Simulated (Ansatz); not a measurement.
## Sensitivity of the gradients in KCl with Ba replacing K to the input

This input was run with Ansatz:

```yaml
crystal:
  lattice:
    - [0.0, 9.43941, 9.43941]
    - [9.43941, 0.0, 9.43941]
    - [9.43941, 9.43941, 0.0]
  atoms:
    - { symbol: Ba, position: [0.0, 0.0, 0.0], spin: 1.0 }
    - { symbol: K, position: [0.0, 0.0, 0.3333333333] }
    - { symbol: K, position: [0.0, 0.0, 0.6666666667] }
    - { symbol: K, position: [0.0, 0.3333333333, 0.0] }
    - { symbol: K, position: [0.0, 0.3333333333, 0.3333333333] }
    - { symbol: K, position: [0.0, 0.3333333333, 0.6666666667] }
    - { symbol: K, position: [0.0, 0.6666666667, 0.0] }
    - { symbol: K, position: [0.0, 0.6666666667, 0.3333333333] }
    - { symbol: K, position: [0.0, 0.6666666667, 0.6666666667] }
    - { symbol: K, position: [0.3333333333, 0.0, 0.0] }
    - { symbol: K, position: [0.3333333333, 0.0, 0.3333333333] }
    - { symbol: K, position: [0.3333333333, 0.0, 0.6666666667] }
    - { symbol: K, position: [0.3333333333, 0.3333333333, 0.0] }
    - { symbol: K, position: [0.3333333333, 0.3333333333, 0.3333333333] }
    - { symbol: K, position: [0.3333333333, 0.3333333333, 0.6666666667] }
    - { symbol: K, position: [0.3333333333, 0.6666666667, 0.0] }
    - { symbol: K, position: [0.3333333333, 0.6666666667, 0.3333333333] }
    - { symbol: K, position: [0.3333333333, 0.6666666667, 0.6666666667] }
    - { symbol: K, position: [0.6666666667, 0.0, 0.0] }
    - { symbol: K, position: [0.6666666667, 0.0, 0.3333333333] }
    - { symbol: K, position: [0.6666666667, 0.0, 0.6666666667] }
    - { symbol: K, position: [0.6666666667, 0.3333333333, 0.0] }
    - { symbol: K, position: [0.6666666667, 0.3333333333, 0.3333333333] }
    - { symbol: K, position: [0.6666666667, 0.3333333333, 0.6666666667] }
    - { symbol: K, position: [0.6666666667, 0.6666666667, 0.0] }
    - { symbol: K, position: [0.6666666667, 0.6666666667, 0.3333333333] }
    - { symbol: K, position: [0.6666666667, 0.6666666667, 0.6666666667] }
    - { symbol: Cl, position: [0.1666666667, 0.1666666667, 0.1666666667] }
    - { symbol: Cl, position: [0.1666666667, 0.1666666667, 0.5] }
    - { symbol: Cl, position: [0.1666666667, 0.1666666667, 0.8333333333] }
    - { symbol: Cl, position: [0.1666666667, 0.5, 0.1666666667] }
    - { symbol: Cl, position: [0.1666666667, 0.5, 0.5] }
    - { symbol: Cl, position: [0.1666666667, 0.5, 0.8333333333] }
    - { symbol: Cl, position: [0.1666666667, 0.8333333333, 0.1666666667] }
    - { symbol: Cl, position: [0.1666666667, 0.8333333333, 0.5] }
    - { symbol: Cl, position: [0.1666666667, 0.8333333333, 0.8333333333] }
    - { symbol: Cl, position: [0.5, 0.1666666667, 0.1666666667] }
    - { symbol: Cl, position: [0.5, 0.1666666667, 0.5] }
    - { symbol: Cl, position: [0.5, 0.1666666667, 0.8333333333] }
    - { symbol: Cl, position: [0.5, 0.5, 0.1666666667] }
    - { symbol: Cl, position: [0.5, 0.5, 0.5] }
    - { symbol: Cl, position: [0.5, 0.5, 0.8333333333] }
    - { symbol: Cl, position: [0.5, 0.8333333333, 0.1666666667] }
    - { symbol: Cl, position: [0.5, 0.8333333333, 0.5] }
    - { symbol: Cl, position: [0.5, 0.8333333333, 0.8333333333] }
    - { symbol: Cl, position: [0.8333333333, 0.1666666667, 0.1666666667] }
    - { symbol: Cl, position: [0.8333333333, 0.1666666667, 0.5] }
    - { symbol: Cl, position: [0.8333333333, 0.1666666667, 0.8333333333] }
    - { symbol: Cl, position: [0.8333333333, 0.5, 0.1666666667] }
    - { symbol: Cl, position: [0.8333333333, 0.5, 0.5] }
    - { symbol: Cl, position: [0.8333333333, 0.5, 0.8333333333] }
    - { symbol: Cl, position: [0.8333333333, 0.8333333333, 0.1666666667] }
    - { symbol: Cl, position: [0.8333333333, 0.8333333333, 0.5] }
    - { symbol: Cl, position: [0.8333333333, 0.8333333333, 0.8333333333] }
magnetization:
  spin_polarized: true
kpoints:
  mp_grid: { grid: [1, 1, 1] }
scf:
  occupations: { method: fermi_dirac, width: 0.01 }
hamiltonian:
  xc: pbe
  pseudopotentials: { kind: paw }
output:
  forces: true
  stress: true
  populations: true
  efg:
    quadrupole_moments_barn: { Ba: 0.236, K: 0.0603, Cl: -0.08112 }
    contact_densities: true
basis:
  ecutwfc: "400 eV"
```

It converged. Of its output the block on the nuclei alone is shown, without the SCF iterations, energies, forces and stress (one atom of each set):

```
--- PAW observables at the nuclei: V_zz in 10²¹ V/m², potentials from the cell's mean, atoms counted from 1 ---
  atom   1  Ba V_zz =    -0.000000   η = 0.0000   by run symmetry: forbidden   C_q = -0.0000 MHz
            electrostatic potential = -9615.652038 V   contact ρ = 2065467.936368 e/Å³   contact ρ_s (e/Å³): all electrons +0.015835, valence +0.015775
  atom   2  K  V_zz =    -0.300244   η = 0.5041   by run symmetry: allowed   C_q = -0.4378 MHz
            electrostatic potential = -2062.653596 V   contact ρ = 34767.499552 e/Å³   contact ρ_s (e/Å³): all electrons +0.001408, valence +0.001392
  atom   5  K  V_zz =    -0.005880   η = 0.0000   by run symmetry: allowed   C_q = -0.0086 MHz
            electrostatic potential = -2062.873079 V   contact ρ = 34767.341497 e/Å³   contact ρ_s (e/Å³): all electrons +0.000988, valence +0.000976
  atom  15  K  V_zz =    +0.337063   η = 0.0000   by run symmetry: allowed   C_q = +0.4915 MHz
            electrostatic potential = -2062.783849 V   contact ρ = 34767.376720 e/Å³   contact ρ_s (e/Å³): all electrons +0.001138, valence +0.001125
  atom  28  Cl V_zz =    +0.342233   η = 0.0000   by run symmetry: allowed   C_q = -0.6713 MHz
            electrostatic potential = -1773.208468 V   contact ρ = 24093.738726 e/Å³   contact ρ_s (e/Å³): all electrons +0.001432, valence +0.001416
  atom  30  Cl V_zz =    +1.515725   η = 0.0000   by run symmetry: allowed   C_q = -2.9731 MHz
            electrostatic potential = -1772.508616 V   contact ρ = 24094.292123 e/Å³   contact ρ_s (e/Å³): all electrons +0.002513, valence +0.002485
  atom  32  Cl V_zz =    +0.351362   η = 0.2672   by run symmetry: allowed   C_q = -0.6892 MHz
            electrostatic potential = -1773.246045 V   contact ρ = 24093.682322 e/Å³   contact ρ_s (e/Å³): all electrons +0.001303, valence +0.001289
  atom  41  Cl V_zz =    +0.000000   η = 0.0000   by run symmetry: forbidden   C_q = -0.0000 MHz
            electrostatic potential = -1773.302482 V   contact ρ = 24093.633130 e/Å³   contact ρ_s (e/Å³): all electrons +0.001184, valence +0.001171
```

(1) Can these gradients be trusted, and how do they compare with a run on standard settings?

## Answers

(1) Not as converged values. Against the standard input the change is `basis.ecutwfc`: not typed → 400 eV; `kpoints.mp_grid.grid`: [2, 2, 2] → [1, 1, 1]. A site carries the number of its first atom; V_zz in 10²¹ V/m².

| site | atom | V_zz standard | η standard | V_zz here | η here |
| --- | --- | --- | --- | --- | --- |
| Ba | 1 | 0.00 | – | 0.00 | – |
| K2 | 2 | -0.20 | 0.16 | -0.30 | 0.50 |
| K15 | 15 | 0.24 | 0.00 | 0.34 | 0.00 |
| Cl28 | 28 | 0.17 | 0.00 | 0.34 | 0.00 |
| Cl30 | 30 | 1.14 | 0.00 | 1.52 | 0.00 |
| Cl32 | 32 | 0.20 | 0.44 | 0.35 | 0.27 |

The largest change of V_zz is on Cl30, from 1.14 to 1.52. Where |V_zz| stays above 0.1, η moves most on K2, from 0.16 to 0.50. Other sites with |V_zz| of 0.02 or less aren't listed. At these positions the changed run has forces up to 0.3 eV/Å, so its atoms aren't at their own equilibrium. The absolute magnetisation of the cell goes from 0.7 to 0.0 μB. SCF iterations: 19 and 21. New warnings: cutoff below recommended, seeded moment not kept. In the changed run the cutoff of 400 eV lies below the one recommended for these PAW files and the k-mesh is coarser than the standard one, so its values aren't converged ones.

On the reference run: The defect repeats with the cell of 54 atoms, so it feels its images: sites between two images don't show the values beside a lone defect, and zeros or small values of η there can come from the images' arrangement. The defect cell has no gap above 0.1 eV on its mesh, so the values can hang on the smearing and the k-mesh. Without spin–orbit coupling (the program notes it for Ba) the gradients can shift somewhat, as the gap is small. The run lost most of its start moments on Ba; a state with other moments may lie lower. The neighbours have not yet relaxed around the defect (largest force 0.16 eV/Å), so a real crystal will differ.
